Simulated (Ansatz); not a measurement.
LaTl3 (Cu3Au type)

```xyz
4
Lattice="4.7379 0.0000 0.0000 0.0000 4.7379 0.0000 0.0000 0.0000 4.7379" Properties=species:S:1:pos:R:3 pbc="T T T"
La     0.0000     0.0000     0.0000
Tl     0.0000     2.3690     2.3690
Tl     2.3690     0.0000     2.3690
Tl     2.3690     2.3690     0.0000
```

The slice is a {110} plane (indices of the conventional cell) through the point (0.000, 0.500, 0.500) (fractional), spanned by u = [100] and v = [011] in vectors of this cell: u (4.74 Å) and v (6.70 Å, at 90° to u). It covers one period; positions are fractions (u, v).

Level of theory: LDA (plane waves to 420 eV, PAW, scalar-relativistic; Ansatz, a program for electronic structure). k mesh 10×10×10. These are valence fields of a PAW run, semicore shells included where kept as valence: close to a nucleus they are smooth pseudo fields. LaTl3 is run without spin polarisation. LaTl3 was relaxed with its symmetry unable to fall. Spin-orbit coupling is left out, though Tl is heavy.

**Question.** Sketch the valence electron density on this plane as a map.

**Answer.** 
```
v \ u  0.00  0.14  0.29  0.43  0.57  0.71  0.86
-----  ----  ----  ----  ----  ----  ----  ----
0.90    0.4  -0.1  -0.9  -1.2  -1.2  -0.9  -0.1
0.75   -0.8  -1.0  -1.0  -0.9  -0.9  -1.0  -1.0
0.60    0.2   0.0  -0.9  -1.0  -1.0  -0.9   0.0
0.45    0.2   0.2  -0.7  -1.1  -1.1  -0.7   0.2
0.30   -0.6  -0.8  -1.0  -0.9  -0.9  -1.0  -0.8
0.15   -0.2  -0.5  -1.0  -1.0  -1.0  -1.0  -0.5
0.00    1.0   0.4  -0.7  -1.3  -1.3  -0.7   0.4
```

Values: log₁₀ of the valence density in e/Å³. The scale is logarithmic, as a density can span decades between atoms and voids.
